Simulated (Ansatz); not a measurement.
MgNiGe in space group Pnma (No. 62; Mg on 4c, Ni on 4c, Ge on 4c), DFT-PBE in the program Ansatz with PAW potentials, all energies at zero smearing, with the estimated change up to a 700 eV cutoff added, with one set of potentials and settings (totals compare only within such a set). Cell of 12 atoms (4 Mg, 4 Ni, 4 Ge): -48238.517 eV.

```
element                             reference phase  E (eV/atom)
-------  ------------------------------------------  -----------
Mg                    P6_3/mmc, 2 atoms in the cell   -1923.8027
Ni       Fm-3m, 1 atoms in the cell, spin-polarised   -5839.7295
Ge                       Fd-3m, 2 atoms in the cell   -4294.9907
```

Formation energy per atom, worked out: (-48238.517 − 4×(-1923.8027) − 4×(-5839.7295) − 4×(-4294.9907))/12 = -0.369 eV/atom (-36 kJ per mol of atoms), at 0 K, without zero-point energy or fitted corrections.

The workflow started from a Materials Project entry (that database holds measured and hypothetical structures alike); the Crystallography Open Database files this formula in space group No. 62, but the cells were not matched. Whether it is the stable phase at ambient conditions was not checked. The cell was relaxed with PBE under the symmetry of its start; its stability against distortions is not shown here. The run is not spin-polarised. The references are the lowest solids computed at this level, not always the standard phases.

Potentials: the earlier of the program's two PAW sets.
